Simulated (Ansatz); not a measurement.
## BaS: structures and their energies

4 relaxations of BaS ended in 3 distinct structures. Level of theory: PBEsol (plane waves to 420 eV, PAW, scalar-relativistic; Ansatz, a first-principles code).

| # | space group | Pearson | type | E − E(lowest) (eV/atom) | V (Å³/atom) | gap (eV, no SOC) | coordination | runs ending here |
|---|---|---|---|---|---|---|---|---|
| 1 | Fm-3m | cF8 | rock salt type | 0.000 | 31.73 | 2.04 | Ba 6 (octahedral), S 6 (octahedral) | 2 |
| 2 | Pm-3m | cP2 | CsCl type | 0.155 | 26.78 | 1.38 | Ba 8 (cubic), S 8 (cubic) | 1 |
| 3 | F-43m | cF8 | zinc blende type | 0.280 | 41.72 | 2.67 | S 4 (tetrahedral), Ba 4 (tetrahedral) | 1 |

Coordination numbers (neighbours up to the widest gap in distance over summed covalent radii, below 1.35; n+m marks a second, longer set; metal–metal contacts left out). Fm-3m, cF8, rock salt type is the lowest of the structures calculated here.

Space group Fm-3m (No. 225); a = b = c = 6.3315 Å, α = β = γ = 90.00°

| atom | site | symmetry | x | y | z |
|---|---|---|---|---|---|
| Ba | 4a | m-3m | 0.0000 | 0.0000 | 0.0000 |
| S | 4b | m-3m | 0.5000 | 0.5000 | 0.5000 |
(The calculation used a cell of 2 atoms; values per cell refer to that cell.)

Each run could gain symmetry but not lose that of its start, so entries can be saddle points. From databases, or of a type measured for this composition: Fm-3m, cF8, rock salt type; the others are generated cells (placed on structure types, drawn at random, substituted or restacked) that were not matched to a known phase here. Static energies at zero pressure. No spin polarisation in the result.
